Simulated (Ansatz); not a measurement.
GeMo3:
```
CELL_PARAMETERS angstrom
      4.90617     0.00000     0.00000
      0.00000     4.90617     0.00000
      0.00000     0.00000     4.90617
ATOMIC_POSITIONS crystal
  Ge 0.00000 0.00000 0.00000
  Ge 0.50000 0.50000 0.50000
  Mo 0.25000 0.00000 0.50000
  Mo 0.75000 0.00000 0.50000
  Mo 0.50000 0.75000 0.00000
  Mo 0.50000 0.25000 0.00000
  Mo 0.00000 0.50000 0.75000
  Mo 0.00000 0.50000 0.25000
```

Relaxed with PBEsol. Special points in fractions of this cell's reciprocal vectors: Γ (0.000, 0.000, 0.000); X (0.000, 0.500, 0.000); M (0.500, 0.500, 0.000); R (0.500, 0.500, 0.500).

Question: List the band energies nearest the Fermi level at these points for PBEsol with spin–orbit coupling in the plane-wave PAW code Ansatz.

Answer: In eV from the Fermi level; about four levels below and three above (degenerate sets whole), none deeper than 8.9 eV; points with the same levels are listed once.

```csv
k,below,above
Γ,-1.59 -1.59 -1.59 -1.59,1.08 1.08 1.15 1.15 1.15 1.15
X,-1.78 -1.78 -1.78 -1.78,0.20 0.20 0.20 0.20
M,-0.58 -0.58 -0.17 -0.17,0.16 0.16 0.91 0.91
R,-1.24 -1.24 -1.24 -1.24 -1.24 -1.24 -1.24 -1.24,1.19 1.19 1.19 1.19 1.19 1.19 1.19 1.19
```

Space group Pm-3n (A15 (Cr3Si type)). The first step of the workflow began from a Materials Project structure, measured or hypothetical; the Crystallography Open Database copy checked does not list it. Its standing as an ambient phase is unchecked. The cell was relaxed with PBEsol under the symmetry of its start; its stability against distortions is not shown here. The run is not spin-polarised.

Potentials: the later of the program's two PAW sets.
